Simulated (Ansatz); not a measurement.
## Sb (A7)

Level of theory: DFT, PBE, scalar-relativistic, no spin polarisation; plane waves to 420 eV with PAW datasets (Ansatz 0.2.0), 12×12×12 k-mesh, Gaussian smearing of 0.05 eV; PAW files: Ansatz's generated set soft_2.

```cif
data_structure
_symmetry_space_group_name_H-M 'R-3m:H'
_symmetry_Int_Tables_number 166
_cell_length_a 4.3767
_cell_length_b 4.3767
_cell_length_c 11.5195
_cell_angle_alpha 90.000
_cell_angle_beta 90.000
_cell_angle_gamma 120.000
_cell_volume 191.10
loop_
_atom_site_label
_atom_site_type_symbol
_atom_site_symmetry_multiplicity
_atom_site_Wyckoff_symbol
_atom_site_fract_x
_atom_site_fract_y
_atom_site_fract_z
_atom_site_occupancy
Sb1 Sb 6 c 0.33333 0.66667 0.89944 1
```

The cell is relaxed to zero pressure at this level.

The run used a cell of 2 atoms; the mesh refers to it.

```
Volume : 31.85 Å³/atom
```

What does PBE give for the band gap?

zero (semimetal).

**The experiment.** The Crystallography Open Database holds a measured cell of trigonal Sb (space group R-3m) at 4.2 K (1969, doi:10.1107/S0021889869006443): a, c = 4.301, 11.222 Å, 29.96 Å³/atom.

**Against experiment.** PBE gives 4.377, 11.520 Å and 31.85 Å³/atom, +6.3 % in volume (+2.1 % in length) from the database's cell. The axes miss by +1.8 %, +2.7 %. Without a dispersion term the weakly bound parts drift apart.

Scalar-relativistic only: spin–orbit splittings of the heavy atoms' levels are missing. The structure is built of weakly bound bilayers, and this functional has no dispersion term, so their spacing and all that hangs on it (volume, the soft elastic constants, low modes, dielectric constants) are poorly given.
